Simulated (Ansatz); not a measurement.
# LiPb: two-dimensional strain map

All numbers below come from DFT r2SCAN, scalar-relativistic, plane waves, PAW in Ansatz. Cutoff 500 eV, Γ-centred 12×12×12 k-points, Gaussian smearing of 0.15 eV. Spin–orbit coupling is left out, which can shift energies with elements as heavy as these. No spin polarisation. Energies are free energies at this smearing, counted from the undisturbed cell; pressure is positive in compression.

Zero of the scan (as given, not relaxed at this level; it stands at 0.1 GPa, and it needn't be the usual structure):

```yaml
crystal:
  lattice:
    - [2.49350, 1.43962, 2.06267]
    - [-2.49350, 1.43962, 2.06267]
    - [0.00000, -2.87925, 2.06267]
  atoms:
    - { symbol: Li, position: [0.50000, 0.50000, 0.50000] }
    - { symbol: Pb, position: [0.00000, 0.00000, 0.00000] }
```

The cell is strained by p along both x and y and by q along z, fractional coordinates fixed. Points are written (p, q).

Energy above the undisturbed cell in meV/atom (a dash: not computed):

| p \ q | -0.030 | -0.015 | 0.000 | 0.015 | 0.030 |
| --- | --- | --- | --- | --- | --- |
| -0.030 | 23.4 | 17.5 | 13.5 | 11.3 | 10.8 |
| -0.015 | 10.0 | 5.9 | 3.9 | 3.5 | 4.8 |
| 0.000 | 3.1 | 0.5 | 0.0 | 1.3 | 4.1 |
| 0.015 | 1.7 | 0.5 | 1.4 | 4.1 | 8.3 |
| 0.030 | 5.1 | 5.4 | 7.6 | 11.4 | 16.8 |

Pressure in GPa:

```csv
p \ q,-0.030,-0.015,0.000,0.015,0.030
-0.030,4.1,3.3,2.6,2.0,1.4
-0.015,2.6,1.9,1.3,0.7,0.2
0.000,1.3,0.7,0.1,-0.4,-0.9
0.015,0.2,-0.4,-0.9,-1.3,-1.7
0.030,-0.8,-1.3,-1.8,-2.2,-2.5
```